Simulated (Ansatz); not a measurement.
The relaxed structure here is a generated cell of ZrS2: the first start was made by a random draw of sites in a space group, and the end was not matched to a known phase here, so it may be hypothetical. Known forms of ZrS2 include space group No. 164.

One stationary structure of ZrS2. Space group P3₁12 (No. 151). Calculation: PBEsol (plane waves to 420 eV, PAW, scalar-relativistic; Ansatz, a quantum-chemistry and plane-wave program).

Space group P3₁12 (No. 151); a = 7.026 Å, b = 7.026 Å, c = 6.549 Å, α = 90.00°, β = 90.00°, γ = 120.00°

```csv
atom,site,symmetry,x,y,z
S,3b,..2,0.1431,0.2862,0.1667
S,3a,..2,0.8071,0.4036,0.0000
Zr,3a,..2,0.4006,0.2003,0.0000
```

Question: Predict the band gap from PBEsol.

Answer: 0.24 eV, indirect (valence top at k = (0.25, 0.375, -0.1429), conduction bottom at k = (0.25, 0.25, -0.2857)) (no spin-orbit coupling).

Question: Estimate the smallest direct gap that PBEsol returns for this input.

Answer: 0.33 eV at k = (0.25, 0.375, -0.2857).

No spin polarisation in the result.

The run could not lose the symmetry of its start, so the end can be a saddle point.
